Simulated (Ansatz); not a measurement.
**Ansatz run, Ba₂PdBr₆**

Input file of Ansatz 0.2.0:

```yaml
crystal:
  lattice:
    - [0.0, 4.953405, 4.953405]
    - [4.953405, 0.0, 4.953405]
    - [4.953405, 4.953405, 0.0]
  atoms:
    - { symbol: Pd, position: [0.0, 0.0, 0.0] }
    - { symbol: Ba, position: [0.25, 0.25, 0.25] }
    - { symbol: Ba, position: [0.75, 0.75, 0.75] }
    - { symbol: Br, position: [0.75, 0.25, 0.25] }
    - { symbol: Br, position: [0.25, 0.75, 0.25] }
    - { symbol: Br, position: [0.25, 0.75, 0.75] }
    - { symbol: Br, position: [0.75, 0.25, 0.75] }
    - { symbol: Br, position: [0.25, 0.25, 0.75] }
    - { symbol: Br, position: [0.75, 0.75, 0.25] }
  symmetry: { tolerance: 0.0003 }
kpoints:
  mp_grid: { grid: [6, 6, 6], shift: [0, 0, 0] }
  band_path:
    path:
      - [0.0, 0.0, 0.0]
      - [0.5, 0.0, 0.5]
      - [0.625, 0.25, 0.625]
      - [0.375, 0.375, 0.75]
      - [0.0, 0.0, 0.0]
      - [0.5, 0.5, 0.5]
      - [0.5, 0.25, 0.75]
      - [0.5, 0.0, 0.5]
    npoints: 8
magnetization:
  spin_polarized: false
scf:
  occupations: { method: fermi_dirac }
  lower_state_search: "off"
  max_iter: 200
hamiltonian:
  pseudopotentials: { kind: paw }
  xc: r2scan
basis:
  ecutwfc: 500
  fft_grid_basis: typed
output:
  forces: true
  stress: true
  eigenvalues: true
  bader: true
  populations: true
  elf: true
  write_potential: true
  volumetric_format: npy
  dos:
    e_range: [-12, 8]
    de: 0.05
    projected: { site_lists: { Ba: [Ba], Br: [Br], Pd: [Pd] } }
  write_density: true
checkpoint:
  read: saved_state
```

Launched with:

```sh
ansatz run input.yaml --threads 1 --pin off --max-ram 2560MiB --backend cpu --events-out ev --progress --plain --runs-dir out
```

The saved state is an earlier solution for the same cell, perhaps on another mesh. 

Output (shortened):

```
Pseudopotentials: kind: paw
Pseudopotential: Pd, paw, valence charge 18, recommended cutoff 500 eV (meta_gga), Pd.paw.azcp
Pseudopotential: Ba, paw, valence charge 10, recommended cutoff 500 eV (meta_gga), Ba.paw.azcp
Pseudopotential: Br, paw, valence charge 7, recommended cutoff 500 eV (meta_gga), Br.paw.azcp
Functional definition: r2SCAN
  exchange = r2scan_x(k0 = k0, k1 = k1, a1 = a1)
  correlation = r2scan_c
Crystal: 9 atoms, lattice volume = 243.076 Å³
Basis set: ecut = 500 eV, 6183 PW (Γ), exchange–correlation on 216×216×216 points (64 copies of the dense FFT grid, shifted against one another)
Bands: 49, of which v1, the nominal top of the filled ones, is band 40 counted from 1 (39 counted from 0)
Symmetry: 48 space group operations
Space group: Fm-3m (ITA 225), of the structure as read, at distance tolerance 1.9e-3 Å
k-points: 16 of 216
Initial density: read from a saved state, or passed on in memory by an earlier SCF of this step, an earlier step, the calling program or the single point that the run made first
Functional: x = r2scan, c = r2scan; τ floored in thin density (d = 2e-4 eV/Å³)
SCF iter   1: F=-35686.6077 eV  Δρ=4.58e-4  dr2=3.33e-4  dr2_τ=4.54e-4
SCF iter   2: F=-35686.6078 eV  Δρ=2.46e-4  dr2=1.12e-4  dr2_τ=4.51e-5
SCF iter   3: F=-35686.6079 eV  Δρ=7.46e-5  dr2=3.15e-5  dr2_τ=2.06e-6
SCF iter   4: F=-35686.6078 eV  Δρ=4.03e-5  dr2=2.26e-6  dr2_τ=1.12e-6
SCF iter   5: F=-35686.6078 eV  Δρ=7.02e-6  dr2=2.32e-7  dr2_τ=2.11e-8
SCF iter   6: F=-35686.6078 eV  Δρ=2.05e-6  dr2=2.15e-8  dr2_τ=2.59e-10
Free energy (F): -35686.6078 eV
Harris-Foulkes:  -35686.6078 eV  (|F-HF|=1.31e-9)
Internal energy: -35686.4740 eV  (E = F + TS)
E sigma→0 (E₀):  -35686.5409 eV
Entropy (-TS):   -0.1338 eV (-14.864 meV/atom)
Fermi energy:    8.7818 eV
--- Per-component energies (eV) ---
  E_band       = -465.2856
  E_kinetic    = 1668.2612
  E_local      = -5497.3538  (includes V_loc(G=0)·N_el)
  E_nonlocal   = 752.3156
  E_hartree    = 2126.2119
  E_xc         = -1986.0389
  E_vxc        = -1222.4249  (∫ρ·V_xc dr)
  E_paw        = -27897.6151  (= ΣΔE_a)
  E_vpaw       = -483.4075  (= ΣTr[D̂ρ^β])
  E_aug_tail   = 0.0001  (compensation charges beyond the density's cutoff)
  E_vtau       = 64.8996  (kinetic-family band-sum trace: ∫τ·v_τ [+ j·A + Jᵃ·Aᵃ] dr)
  E_ewald      = -4850.9947
  E_core_change = -1.2604  (= ΣΔE_core)
  E_smearing   = -0.1338  (= −TS)
--- Forces (eV/Å), atoms counted from 1 ---
  atom   1  Pd     0.0000     0.0000     0.0000
  atom   2  Ba     0.0000     0.0000     0.0000
  atom   3  Ba     0.0000     0.0000     0.0000
  atom   4  Br     1.0579     0.0000     0.0000
  atom   5  Br     0.0000     1.0579     0.0000
  atom   6  Br    -1.0579     0.0000     0.0000
  atom   7  Br     0.0000    -1.0579     0.0000
  atom   8  Br     0.0000     0.0000     1.0579
  atom   9  Br     0.0000     0.0000    -1.0579
--- Stress (GPa, compression-positive) ---
        6.0928       0.0000       0.0000
        0.0000       6.0928       0.0000
        0.0000       0.0000       6.0928
  P = ⅓ Tr σ = 6.0928 GPa (60.928 kbar)
```

Total energies depend on the potentials used, so only differences within one code and one set of settings carry meaning.

Origin: a known structure type with other elements, at an estimated volume, so it need not be a known compound. Caveats: many states at the Fermi level without spin polarisation, so a magnetic state may lie lower.
